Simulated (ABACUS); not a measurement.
ABACUS run on AlGa3N4 (Pm, 8 atoms in the cell; from Materials Project mp-1228943, changed as shown): self-consistent single point.

Method: LDA (PW92), PseudoDojo 0.4 standard norm-conserving LDA (tails mended) pseudopotentials (plane waves; ABACUS 3.10.1).

The change in words: lattice vector a scaled by 0.99. Reference geometry (Pm):
```
CELL_PARAMETERS angstrom
      5.08487     0.00000     0.00000
      0.00000     3.12971     0.00000
     -0.00367     0.00000     5.41894
ATOMIC_POSITIONS crystal
  Al 0.00050 0.50000 0.66730
  Ga 0.49910 0.50000 0.33520
  Ga 0.49910 0.00000 0.83130
  Ga 0.99990 0.00000 0.16620
  N  0.11920 0.50000 0.34130
  N  0.11680 0.00000 0.82530
  N  0.62020 0.00000 0.16610
  N  0.63260 0.50000 0.66730
```

Reference input (self-consistent single point, DFT, LDA (PW92), plane waves, PseudoDojo 0.4 standard norm-conserving LDA (tails mended) pseudopotentials): KPT = Gamma 3 7 3 0 0 0; basis_type = pw; dft_functional = PWLDA; ecutwfc = 84 Ry; smearing_method = fd; smearing_sigma = 0.00367493 Ry; potentials = PseudoDojo 0.4 standard norm-conserving LDA (tails mended); symmetry = 1; symmetry_prec = 1e-05; ks_solver = dav_subspace; scf_nmax = 100; scf_thr = 1.0e-09 Ry. This run's input differs from it in these lines:

```diff
@@ -29,3 +29,3 @@
 LATTICE_VECTORS
-   9.6090154588    0.0000000000    0.0000000000
+   9.5129247751    0.0000000000    0.0000000000
    0.0000000000    5.9142909701    0.0000000000
@@ -39,3 +39,3 @@
 1
-   0.0001778465    2.9571454850    6.8333630438 1 1 1
+   0.0001298011    2.9571454850    6.8333630438 1 1 1
 
@@ -44,5 +44,5 @@
 3
-   4.7935355381    2.9571454850    3.4325540121 1 1 1
-   4.7900958758    0.0000000000    8.5127749113 1 1 1
-   9.6069022253    0.0000000000    1.7019405633 1 1 1
+   4.7455766778    2.9571454850    3.4325540121 1 1 1
+   4.7421370155    0.0000000000    8.5127749113 1 1 1
+   9.5108211507    0.0000000000    1.7019405633 1 1 1
 
@@ -51,6 +51,6 @@
 4
-   1.1430282715    2.9571454850    3.4950199413 1 1 1
-   1.1166108663    0.0000000000    8.4513330137 1 1 1
-   5.9583597489    0.0000000000    1.7009165317 1 1 1
-   6.0740365180    2.9571454850    6.8333630438 1 1 1
+   1.1315742620    2.9571454850    3.4950199413 1 1 1
+   1.1053874745    0.0000000000    8.4513330137 1 1 1
+   5.8987643069    0.0000000000    1.7009165317 1 1 1
+   6.0132495514    2.9571454850    6.8333630438 1 1 1
 # file: KPT
```

Log, with long lists cut:

```
 SELF-CONSISTENT
 -------------------------------------------
                                 init_chg = atomic

 PW ALGORITHM --------------- ION=   1  ELEC=   1--------------------------------

 Density error is 2.1600903233
                          Error Threshold = 0.01
 E_KohnSham     -545.3755412771      -7420.2149112028
 E_Fermi        0.7485119334         10.1840273149

 PW ALGORITHM --------------- ION=   1  ELEC=   2--------------------------------

 Density error is 1.94445338624
                          Error Threshold = 0.00348401665049
 E_KohnSham     -545.9519926098      -7428.0579339466
   [... lines left out ...]

 Density error is 5.5909931605e-08
                          Error Threshold = 6.67209188361e-10
 E_KohnSham     -546.3330799565      -7433.2428932977
 E_Fermi        0.8657993654         11.7798046947

 PW ALGORITHM --------------- ION=   1  ELEC=  10--------------------------------

 Density error is 7.61264978101e-10
                          Error Threshold = 9.01773090404e-11
 E_KohnSham     -546.3330799677      -7433.2428934507
 E_KS(sigma->0) -546.3330799677      -7433.2428934507
 E_entropy(-TS) -0.0000000000        -0.0000000000
 E_Fermi        0.8657922999         11.7797085630
 charge density convergence is achieved
 final etot is -7433.2428935 eV
 EFERMI = 11.779708563 eV

 STATE ENERGY(eV) AND OCCUPATIONS    NSPIN == 1
   [... 38 lines left out ...]

 TOTAL-FORCE (eV/Angstrom)
                       Al1         0.1538757415         0.0000000000         0.0254872177
                       Ga1         0.1202986567         0.0000000000         0.0128863221
                       Ga2         0.1025001629         0.0000000000        -0.0155232641
                       Ga3         0.1089975226         0.0000000000        -0.0076091133
                        N1        -0.0635523448         0.0000000000        -0.1523096367
                        N2        -0.0005953562         0.0000000000         0.1338528593
                        N3        -0.1208320828         0.0000000000        -0.0014245419
   [... lines left out ...]

 TOTAL-STRESS (KBAR)
        58.9811532928         0.0000000000        -0.3181154515
         0.0000000000        13.3086073937         0.0000000000
        -0.3181154515         0.0000000000        12.7775803279
 TOTAL-PRESSURE: 28.355780 KBAR

 --------------------------------------------
 !FINAL_ETOT_IS -7433.2428934506560836 eV
 --------------------------------------------
```

The run converged in 10 iterations. Against the reference run the free energy rises by 2.2 meV/atom, the pressure goes from 0.68 to 2.84 GPa and the largest force goes from 0.177 to 0.301 eV/Å.

The structure comes from a collection of computed structures, made at another level of theory; the collection holds predicted forms beside known ones. Its lattice was then scaled.

Cost on one core: very roughly 2.6 core-minutes.

“Tails mended”: in these copies of the files the far tail of each local potential was reset to the Coulomb form.
